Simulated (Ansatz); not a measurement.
AgI (zinc blende) was relaxed and computed twice in Ansatz (plane waves, PAW), once with HSE06 and once with LDA.

```tsv
	run 1	run 2
cell	a = 6.620 Å, b = 6.620 Å, c = 6.620 Å, α = 90.00°, β = 90.00°, γ = 90.00°	a = b = c = 6.348 Å, α = β = γ = 90.00°
gap (eV)	2.50	1.06
B₀ by P(V) fit (GPa)	25.9	41.3
```

### Question
Which run used which functional?

### Answer
Run 1 is HSE06, run 2 is LDA.

All cells were relaxed under the symmetry of their starts (and spin orders); stability against distortions was not tested throughout. Named crystals with no word on spin ran without spin polarisation. Spin–orbit coupling is left out wherever it is not named.

Potentials: the earlier of the program's two PAW sets. The files were generated under PBE; for other functionals the program regenerates the frozen cores, and for LDA and PBEsol the local potential too.

Ansatz (an electronic-structure program) is a plane-wave DFT program.
